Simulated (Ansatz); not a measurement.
In3Pd2:
Space group P-3m1 (No. 164); a = 4.5567 Å, b = 4.5567 Å, c = 5.5496 Å, α = 90.00°, β = 90.00°, γ = 120.00°

```csv
atom,site,symmetry,x,y,z
In,1a,-3m.,0.0000,0.0000,0.0000
In,2d,3m.,0.6667,0.3333,0.3549
Pd,2d,3m.,0.3333,0.6667,0.1497
```

This is the r²SCAN-relaxed structure.

Problem. All from DFT-r²SCAN in the program Ansatz with PAW potentials, unless another level is named. Predict the density of states at the Fermi level.

Solution. 0.26 states/eV per atom (mean over ±0.08 eV).

Problem. Give the formation energy from the elements (no fitted shifts).

Solution. -0.56 eV/atom.

The workflow started from a Materials Project entry (that database holds measured and hypothetical structures alike); the Crystallography Open Database copy checked does not list it. Whether it is the stable phase at ambient conditions was not checked. The cell was relaxed with r²SCAN under the symmetry of its start; its stability against distortions is not shown here. No spin polarisation was allowed. Axis ratios of metals converge slowly with the k-mesh, so a and c are less sure than the volume. The references are the lowest solids computed at this level, not always the standard phases. Spin–orbit coupling is left out wherever it is not named.

Potentials: the later of the program's two PAW sets.
